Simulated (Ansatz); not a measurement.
Calculated ¹²⁷I nuclear quadrupole resonance for CsSnI3

Cell: a computed structure from the Materials Project (it need not be an observed phase).

```cif
data_structure
_symmetry_space_group_name_H-M 'P 1'
_symmetry_Int_Tables_number 1
_cell_length_a 6.2862
_cell_length_b 6.2862
_cell_length_c 6.2862
_cell_angle_alpha 90.000
_cell_angle_beta 90.000
_cell_angle_gamma 90.000
_cell_volume 248.41
loop_
_atom_site_label
_atom_site_type_symbol
_atom_site_fract_x
_atom_site_fract_y
_atom_site_fract_z
_atom_site_occupancy
Cs1 Cs 0.50000 0.50000 0.50000 1
Sn2 Sn 0.00000 0.00000 0.00000 1
I3 I 0.50000 0.00000 0.00000 1
I4 I 0.00000 0.00000 0.50000 1
I5 I 0.00000 0.50000 0.00000 1
```

Atom numbers follow the list; atoms alike are taken as one site, whose name carries the number of the first.

All values are calculated (Ansatz; DFT, r2SCAN, plane waves and PAW, scalar-relativistic, 500 eV cutoff, Γ-centred 5×5×5 k-points, Fermi–Dirac smearing 0.02 eV), not measured.

¹²⁷I: I = 5/2, Q = -688.2 mb (year-2017 value). Static lattice, zero field.

(1) Predict the zero-field ¹²⁷I lines of each site.

## Answers

(1) For I = 5/2 and η = 0 the lines are 3|C_Q|/20 and twice that; η pulls their ratio below 2.

| site | atoms | V_zz (10²¹ V/m²) | C_Q (MHz) | η | line frequencies (MHz) |
| --- | --- | --- | --- | --- | --- |
| I | 3, 4, 5 | 41.4 | -688 | 0.00 | 103.3, 206.5 |

An axis of threefold or higher order runs through I, so V_zz lies along it and η is zero.

This high-symmetry form of CsSnI3 is unstable when cold, to tilts of the octahedra. The symmetry of the cell holds that distortion back, wholly or in part, and it would change the field gradients, the more the larger the distortion. Without spin–orbit coupling the gradients at and beside I can be off by some per cent, at some sites by more. With these PAW files V_zz is typically within 2 to 3 % of all-electron values, but misses above 10 % occur on I.
